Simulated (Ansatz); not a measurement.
BaAlGeH in space group P3m1 (No. 156; Ba on 1b, Al on 1a, Ge on 1c, H on 1a), r²SCAN (plane waves, PAW; program Ansatz), all energies at zero smearing, with the estimated change up to a 700 eV cutoff added, with one set of potentials and settings (totals compare only within such a set). Cell of 4 atoms (1 Ba, 1 Al, 1 Ge, 1 H): -10826.283 eV.

| element | reference phase | E (eV/atom) |
|---|---|---|
| Ba | Im-3m, 1 atoms in the cell | -5964.4614 |
| Al | Fm-3m, 1 atoms in the cell | -540.4083 |
| Ge | Fd-3m, 2 atoms in the cell | -4302.9041 |
| H | P2_12_12_1, 8 atoms in the cell | -15.9458 |

Formation energy per atom, worked out: (-10826.283 − 1×(-5964.4614) − 1×(-540.4083) − 1×(-4302.9041) − 1×(-15.9458))/4 = -0.641 eV/atom (-62 kJ per mol of atoms), at 0 K, without zero-point energy or fitted corrections.

The workflow started from a Materials Project entry (that database holds measured and hypothetical structures alike); the Crystallography Open Database files this formula in space group No. 156, but the cells were not matched. Whether it is the stable phase at ambient conditions was not checked. The cell was relaxed with r²SCAN under the symmetry of its start; its stability against distortions is not shown here. The references are the lowest solids computed at this level, not always the standard phases (solids in place of the gases). Spin–orbit coupling is left out wherever it is not named.

Potentials: the later of the program's two PAW sets.
